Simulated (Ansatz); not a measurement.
Ca3SbN:
```
CELL_PARAMETERS angstrom
      4.80312     0.00000     0.00000
      0.00000     4.80312     0.00000
      0.00000     0.00000     4.80312
ATOMIC_POSITIONS crystal
  Ca 0.00000 0.50000 0.50000
  Ca 0.50000 0.00000 0.50000
  Ca 0.50000 0.50000 0.00000
  Sb 0.00000 0.00000 0.00000
  N  0.50000 0.50000 0.50000
```

Relaxed with PBEsol. Special points in fractions of this cell's reciprocal vectors: Γ (0.000, 0.000, 0.000); X (0.000, 0.500, 0.000); M (0.500, 0.500, 0.000); R (0.500, 0.500, 0.500).

### Question
List the band energies nearest the valence-band maximum at these points for DFT-PBEsol in the program Ansatz with PAW potentials.

### Answer
In eV from the valence-band maximum; about four levels below and three above (degenerate sets whole), none deeper than 8.9 eV; points with the same levels are listed once.

```
k                                below                     above
-  -----------------------------------  ------------------------
Γ     -1.47 -1.47 -1.47 0.00 0.00 0.00  0.33 0.33 1.50 1.50 1.50
X              -1.35 -1.35 -1.16 -1.16            1.41 2.10 2.51
M              -1.62 -1.62 -1.50 -1.41            2.17 2.76 2.76
R  -2.79 -2.79 -2.79 -2.10 -2.10 -2.10            2.04 2.04 2.04
```

Space group Pm-3m (anti-perovskite). The workflow started from a Materials Project entry (that database holds measured and hypothetical structures alike); the Crystallography Open Database copy checked does not list it. Whether it is the stable phase at ambient conditions was not checked. Symmetry was held in the PBEsol relaxation; its stability against distortions is not shown here. Spin–orbit coupling is left out wherever it is not named.

Potentials: the later of the program's two PAW sets.
